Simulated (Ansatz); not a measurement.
SiNi:
```xyz
8
Lattice="5.0851 0.0000 0.0000 0.0000 3.3643 0.0000 0.0000 0.0000 5.5196" Properties=species:S:1:pos:R:3 pbc="T T T"
Ni     0.0476     0.8411     1.0343
Ni     2.4949     2.5232     3.7941
Ni     2.5901     0.8411     1.7255
Ni     5.0374     2.5232     4.4853
Si     1.6332     2.5232     0.4811
Si     0.9093     0.8411     3.2410
Si     4.1757     2.5232     2.2787
Si     3.4518     0.8411     5.0385
```

Relaxed with PBEsol. Special points in fractions of this cell's reciprocal vectors: Γ (0.000, 0.000, 0.000); X (0.500, 0.000, 0.000); S (0.500, 0.500, 0.000); Y (0.000, 0.500, 0.000); Z (0.000, 0.000, 0.500); U (0.500, 0.000, 0.500); R (0.500, 0.500, 0.500); T (0.000, 0.500, 0.500).

List the band energies nearest the Fermi level at these points for DFT-PBEsol in the program Ansatz with PAW potentials.

In eV from the Fermi level; about four levels below and three above (degenerate sets whole), none deeper than 8.9 eV; points with the same levels are listed once.

```csv
k,below,above
Γ,-1.82 -1.37 -1.16 -0.94,0.66 1.40 3.33
X,-2.08 -2.08 -1.89 -1.89,0.96 0.96 1.10 1.10
S,-1.76 -1.76 -1.76 -1.76,0.50 0.50 0.50 0.50
Y,-1.47 -1.47 -0.59 -0.59,2.06 2.06 2.60 2.60
Z,-1.43 -1.43 -0.20 -0.20,0.81 0.81 3.34 3.34
U,-2.14 -2.14 -0.99 -0.99,0.84 0.84 2.31 2.31
R,-1.96 -1.96 -1.96 -1.96,2.65 2.65 2.65 2.65
T,-2.07 -2.07 -1.74 -1.74,0.19 0.19 1.38 1.38
```

Space group Pnma. The PBEsol relaxation kept the symmetry of its start. The workflow began spin-polarised and lost its moments.

Potentials: the later of the program's two PAW sets.
